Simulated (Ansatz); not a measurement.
**V₃Sb, single point**

V₃Sb is taken as an experimental structure (space group Pm-3n), 8 atoms in the cell. Source: COD entry 1538993; the sample's temperature and pressure aren't taken into account, and it need not be the stable phase.

The calculation used DFT, r2SCAN, PAW, plane waves, scalar-relativistic (Ansatz development build ahead of 0.2.0).

Input file:

```yaml
crystal:
  lattice:
    - [4.94, 0.0, 0.0]
    - [0.0, 4.94, 0.0]
    - [0.0, 0.0, 4.94]
  atoms:
    - { symbol: Sb, position: [0.0, 0.0, 0.0] }
    - { symbol: Sb, position: [0.5, 0.5, 0.5] }
    - { symbol: V, position: [0.25, 0.0, 0.5] }
    - { symbol: V, position: [0.5, 0.75, 0.0] }
    - { symbol: V, position: [0.75, 0.0, 0.5] }
    - { symbol: V, position: [0.5, 0.25, 0.0] }
    - { symbol: V, position: [0.0, 0.5, 0.75] }
    - { symbol: V, position: [0.0, 0.5, 0.25] }
hamiltonian:
  xc: r2scan
  pseudopotentials: { kind: paw }
basis:
  ecutwfc: 500
kpoints:
  mp_grid: { grid: [4, 4, 4] }
scf:
  occupations: { method: fermi_dirac, width: 0.1 }
  lower_state_search: "off"
output:
  forces: true
  stress: true
```

What the program printed (shortened):

```
Pseudopotentials: kind: paw
Pseudopotential: Sb, paw, valence charge 15, recommended cutoff 500 eV (meta_gga), Sb.paw.azcp
Pseudopotential: V, paw, valence charge 13, recommended cutoff 500 eV (meta_gga), V.paw.azcp
Functional definition: r2SCAN
Crystal: 8 atoms, lattice volume = 120.554 Å³
Basis set: ecut = 500 eV, 3071 PW (Γ), exchange–correlation on 160×160×160 points (64 copies of the dense FFT grid, shifted against one another)
Bands: 62, of which v1, the nominal top of the filled ones, is band 54 counted from 1 (53 counted from 0)
Symmetry: 48 space group operations
Space group: Pm-3n (ITA 223), of the structure as read, at distance tolerance 4.9e-5 Å
k-points: 10 of 64
Non-local potential: Sb, projectors of the file, l = 0: 2, l = 1: 2, l = 2: 2, l = 3: 2
Non-local potential: V, projectors of the file, l = 0: 3, l = 1: 2, l = 2: 3, l = 3: 1
PAW frozen core: Sb, regenerated for the run's functional (the file was generated under x = pbe(κ = 0.804, μ = 0.2195149727645171), c = pbe(β = 0.06672455060314922))
PAW frozen core: V, regenerated for the run's functional (the file was generated under x = pbe(κ = 0.804, μ = 0.2195149727645171), c = pbe(β = 0.06672455060314922))
Initial density: superposition of atomic densities (neutral atoms: chi_scale 0, normalization atom), corrected by the library's trained network
Initial wavefunctions: pseudopotential atomic-orbital guess
Functional: x = r2scan, c = r2scan; τ floored in thin density (d = 2e-4 eV/Å³)
SCF iter   1: F=-30502.605310 eV  HF=-30502.723469 eV  |F-HF|=1.18e-1  |Δ(HF+E_count)|=         —  Δρ=1.92e-2  dr2=3.87e-1  dr2_τ=1.24e-1  ethr=1.77e-3  ⟨swp⟩=6.8  Hψ=2183  notcnv=0
preconditioner: auto → Kerker (q_TF=auto, 2.679 Å⁻¹)  [metal: Δε(μ)=0.165 eV  Ē_g=4.611 eV  σ=0.100 eV  W_gap=0.38  n_scr=32 (ndim 8)  ℏωp=21.4 eV  f_vac=0.000  D(μ)=4.23/eV (n_scr^D=26)]
SCF iter   2: F=-30502.872842 eV  HF=-30502.868508 eV  |F-HF|=4.33e-3  |Δ(HF+E_count)|=   1.45e-1  Δρ=4.72e-3  dr2=1.42e-2  dr2_τ=2.72e-3  ethr=3.59e-4  ⟨swp⟩=2.2  Hψ=1322  notcnv=0
SCF iter   3: F=-30502.875967 eV  HF=-30502.872779 eV  |F-HF|=3.19e-3  |Δ(HF+E_count)|=   4.27e-3  Δρ=2.77e-3  dr2=4.21e-3  dr2_τ=5.88e-4  ethr=1.31e-5  ⟨swp⟩=2.0  Hψ=786  notcnv=0
SCF iter   4: F=-30502.876647 eV  HF=-30502.876638 eV  |F-HF|=8.74e-6  |Δ(HF+E_count)|=   3.86e-3  Δρ=5.34e-4  dr2=2.07e-4  dr2_τ=1.28e-5  ethr=3.89e-6  ⟨swp⟩=3.0  Hψ=1323  notcnv=0
SCF iter   5: F=-30502.876692 eV  HF=-30502.876697 eV  |F-HF|=5.68e-6  |Δ(HF+E_count)|=   5.93e-5  Δρ=1.35e-4  dr2=1.83e-5  dr2_τ=1.09e-6  ethr=1.91e-7  ⟨swp⟩=2.0  Hψ=866  notcnv=0
SCF iter   6: F=-30502.876701 eV  HF=-30502.876702 eV  |F-HF|=5.02e-7  |Δ(HF+E_count)|=   4.19e-6  Δρ=3.33e-5  dr2=1.13e-6  dr2_τ=3.73e-8  ethr=1.69e-8  ⟨swp⟩=2.0  Hψ=776  notcnv=0
SCF iter   7: F=-30502.876701 eV  HF=-30502.876701 eV  |F-HF|=4.67e-8  |Δ(HF+E_count)|=   9.65e-8  Δρ=8.97e-6  dr2=8.66e-8  dr2_τ=5.79e-9  ethr=9.26e-11  ⟨swp⟩=5.2  Hψ=2116  notcnv=0
SCF 1 converged in 7 iterations: F = -30502.876701 eV  dr2 = 8.66e-8
  greatest PAW one-centre occupation: 1.001 electrons in one spin orbital (limit 2), on the V atom at site 4 (counted from 0), in its partial waves of l = 1
SCF converged after 7 iterations
Free energy (F): -30502.876701 eV
Harris-Foulkes:  -30502.876701 eV  (|F-HF|=4.67e-8)
Internal energy: -30502.715527 eV  (E = F + TS)
E sigma→0 (E₀):  -30502.796114 eV
Entropy (-TS):   -0.161174 eV (-20.147 meV/atom)
Fermi energy:    16.843959 eV
--- Per-component energies (eV) ---
  E_band       = -1122.962052
  E_kinetic    = 2438.967653
  E_local      = -7805.585744  (includes V_loc(G=0)·N_el)
  E_nonlocal   = 462.809409
  E_hartree    = 3635.193584
  E_xc         = -1017.561223
  E_vxc        = -1315.779332  (∫ρ·V_xc dr)
  E_paw        = -15943.297995  (= ΣΔE_a)
  E_vpaw       = -2261.403454  (= ΣTr[D̂ρ^β])
  E_aug_tail   = 0.001201  (compensation charges beyond the density's cutoff)
  E_vtau       = 87.662861  (kinetic-family band-sum trace: ∫τ·v_τ [+ j·A + Jᵃ·Aᵃ] dr)
  E_ewald      = -12272.659802
  E_core_change = -0.582611  (= ΣΔE_core)
  E_smearing   = -0.161174  (= −TS)
  E_closure    = -0.000000  (closes the sum)
  Σ components = -30502.876701   (vs F -30502.876701, Δ=0.00e0)
--- Forces (eV/Å), atoms counted from 1 ---
  atom   1  Sb     0.00000000     0.00000000     0.00000000
  atom   2  Sb     0.00000000    -0.00000000     0.00000000
  atom   3  V      0.00000000    -0.00000000     0.00000000
  atom   4  V      0.00000000     0.00000000     0.00000000
  atom   5  V      0.00000000     0.00000000     0.00000000
  atom   6  V     -0.00000000    -0.00000000     0.00000000
  atom   7  V     -0.00000000     0.00000000    -0.00000000
  atom   8  V     -0.00000000    -0.00000000    -0.00000000
  max |Σ_I F_I| component: 1.73e-17 eV/Å
--- Stress (GPa, compression-positive) ---
       -3.720571      -0.000000       0.000000
        0.000000      -3.720571       0.000000
        0.000000       0.000000      -3.720571
  P = ⅓ Tr σ = -3.7206 GPa (-37.206 kbar)
```

The run took 9.3 s on 2 threads of Intel(R) Xeon(R) Platinum 8259CL CPU @ 2.50GHz, with other jobs on the host, peak memory 0.86 GiB.
